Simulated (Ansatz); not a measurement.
MgH2:
Space group P4₂/mnm (No. 136); a = b = 4.429 Å, c = 2.973 Å, α = β = γ = 90.00°

```json
[
 {"atom": "Mg", "site": "2a", "symmetry": "m.mm", "x": "0.0000", "y": "0.0000", "z": "0.0000"},
 {"atom": "H", "site": "4f", "symmetry": "m.2m", "x": "0.3044", "y": "0.3044", "z": "0.0000"}
]
```

Relaxed at zero pressure with DFT-LDA in the program Ansatz with PAW potentials.

Problem. The volume is raised by 3 % and shape and atoms relax at that volume. What pressure results, and how do the axes share the change?

Solution. -1.5 GPa; a 1.2 %, b 1.2 %, c 0.6 %; the energy rises by 1 meV/atom.

Problem. Give the new structure.

Solution. 
Space group P4₂/mnm (No. 136); a = 4.482 Å, b = 4.482 Å, c = 2.991 Å, α = 90.00°, β = 90.00°, γ = 90.00°

```json
[
 {"atom": "Mg", "site": "2a", "symmetry": "m.mm", "x": "0.0000", "y": "0.0000", "z": "0.0000"},
 {"atom": "H", "site": "4f", "symmetry": "m.2m", "x": "0.3044", "y": "0.3044", "z": "0.0000"}
]
```

The phase is kept; no other phase was compared at this pressure.

Space group P4_2/mnm (rutile). The cell was relaxed with LDA under the symmetry of its start; phonons on a q-mesh show no instability.

Potentials: the later of the program's two PAW sets.
